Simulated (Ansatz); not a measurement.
# Y3AlN4: computed properties

Computed with DFT PBE, scalar-relativistic, plane waves, PAW (Ansatz).

Plane waves to 420 eV, a k mesh through Γ of 8×8×8 on the computed 8-atom cell and Gaussian smearing (0.10 eV); no spin polarisation.

The structure is relaxed at this level of theory with its symmetry kept, and needn't be the ground state of this composition.

```cif
data_structure
_symmetry_space_group_name_H-M 'Pm-3m'
_symmetry_Int_Tables_number 221
_cell_length_a 4.7802
_cell_length_b 4.7802
_cell_length_c 4.7802
_cell_angle_alpha 90.000
_cell_angle_beta 90.000
_cell_angle_gamma 90.000
_cell_volume 109.23
loop_
_atom_site_label
_atom_site_type_symbol
_atom_site_symmetry_multiplicity
_atom_site_Wyckoff_symbol
_atom_site_fract_x
_atom_site_fract_y
_atom_site_fract_z
_atom_site_occupancy
Y1 Y 3 c 0.50000 0.00000 0.50000 1
Al1 Al 1 a 0.00000 0.00000 0.00000 1
N1 N 3 d 0.00000 0.50000 0.00000 1
N2 N 1 b 0.50000 0.50000 0.50000 1
```

| Item | Value |
| --- | --- |
| Space group | Pm-3m (No. 221) |
| Volume per atom | 92.1 bohr³ |
| Formation energy from the elements' standard states (uncorrected) | -1.289 eV/atom |
| Kohn–Sham band gap | zero, with almost no states at the Fermi level |
| Density of states at the Fermi level | 0.0 states/eV per cell |
| Orbital (Löwdin) character within 0.5 eV of the Fermi level | N 2p 86 %, Y 4d 7 % |
| Bader charge by site (e) | Y (3 in the cell) 1.92, Al (1 in the cell) 2.10, N (3 in the cell) -2.00, N (1 in the cell) -1.86 |

Another cell of Y3AlN4 relaxed alike, in Fmm2, lies 104 meV/atom lower, so this cell isn't the stable form at this level.

The cell was found from a structure generator's guess, not taken from experiment. Löwdin shares on free-atom orbitals overweight diffuse shells.
